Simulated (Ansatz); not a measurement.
SrP2Os2:
```cif
data_Os2P2Sr
_chemical_formula_sum 'Sr1 P2 Os2'
_space_group_name_H-M_alt 'P 1'
_space_group_IT_number 1
_cell_length_a 6.35925
_cell_length_b 6.35925
_cell_length_c 6.35925
_cell_angle_alpha 142.804
_cell_angle_beta 142.804
_cell_angle_gamma 53.619
loop_
_space_group_symop_operation_xyz
  'x, y, z'
loop_
_atom_site_label
_atom_site_type_symbol
_atom_site_fract_x
_atom_site_fract_y
_atom_site_fract_z
_atom_site_occupancy
Sr1 Sr 0.00000 0.00000 0.00000 1
P1 P 0.35041 0.35041 0.00000 1
P2 P 0.64959 0.64959 0.00000 1
Os1 Os 0.75000 0.25000 0.50000 1
Os2 Os 0.25000 0.75000 0.50000 1
```

Relaxed with r²SCAN.

### Question
Which orbitals make up the states near the Fermi level in DFT-r²SCAN in the program Ansatz with PAW potentials?

### Answer
Within 0.5 eV of the Fermi level: Os 5d 56 %, P 3p 23 %, outside the projected shells 11 %. Projections are on Löwdin-orthogonalised atomic valence shells; empty p or d shells of many metals are not among them.

### Question
Tabulate the density of states.

### Answer
States/eV per cell of 5 atoms, in 0.25 eV bins, energy from the Fermi level.

```csv
E (eV),total,Os 5d,P 3p,Os 6s
-7.85,0.51,0.15,0.23,0.11
-7.60,1.45,0.47,0.64,0.27
-7.35,1.55,0.53,0.68,0.24
-7.10,1.75,0.62,0.78,0.23
-6.85,2.98,1.05,1.37,0.26
-6.60,2.46,0.80,1.18,0.24
-6.35,1.82,0.61,0.87,0.17
-6.10,2.66,0.96,1.28,0.16
-5.85,2.87,1.39,1.28,0.09
-5.60,3.38,1.49,1.60,0.14
-5.35,5.30,2.42,2.44,0.11
-5.10,5.57,2.87,2.43,0.06
-4.85,5.61,2.62,2.70,0.06
-4.60,3.85,1.78,1.79,0.06
-4.35,3.75,1.52,1.96,0.03
-4.10,3.72,1.51,1.94,0.02
-3.85,2.87,1.65,0.89,0.02
-3.60,2.30,1.63,0.44,0.02
-3.35,1.94,1.50,0.23,0.01
-3.10,1.98,1.67,0.13,0.02
-2.85,1.68,1.39,0.13,0.01
-2.60,1.86,1.53,0.15,0.01
-2.35,2.68,2.26,0.18,0.02
-2.10,3.99,3.35,0.19,0.12
-1.85,5.07,4.22,0.29,0.09
-1.60,4.26,3.40,0.43,0.02
-1.35,3.29,2.54,0.40,0.02
-1.10,3.78,2.94,0.41,0.10
-0.85,4.85,3.58,0.69,0.07
-0.60,2.46,1.72,0.40,0.03
-0.35,2.14,1.43,0.39,0.03
-0.10,1.84,1.09,0.43,0.04
0.15,1.58,0.80,0.43,0.05
0.40,1.53,0.63,0.44,0.08
0.65,1.66,0.54,0.44,0.11
0.90,1.88,0.54,0.46,0.13
1.15,1.82,0.49,0.45,0.14
1.40,1.74,0.47,0.44,0.15
1.65,1.54,0.43,0.42,0.10
1.90,2.20,0.75,0.63,0.09
2.15,3.95,1.93,0.99,0.12
2.40,7.01,4.07,1.54,0.20
2.65,2.11,0.83,0.55,0.05
2.90,2.22,0.67,0.64,0.07
3.15,1.69,0.36,0.45,0.08
3.40,0.96,0.18,0.24,0.05
3.65,1.77,0.31,0.43,0.08
3.90,2.30,0.37,0.50,0.11
4.15,3.24,0.45,0.47,0.29
4.40,3.47,0.40,0.36,0.32
4.65,3.34,0.35,0.34,0.24
4.90,3.78,0.49,0.43,0.24
```

Space group I4/mmm. The first step of the workflow began from a Materials Project structure, measured or hypothetical; the Crystallography Open Database copy checked does not list it. Its standing as an ambient phase is unchecked. The r²SCAN relaxation kept the symmetry of its start; whether a distortion lowers the energy is not shown. No spin polarisation was allowed. Scalar-relativistic: spin–orbit coupling is off unless named, which matters more the heavier the elements.

Potentials: the later of the program's two PAW sets.
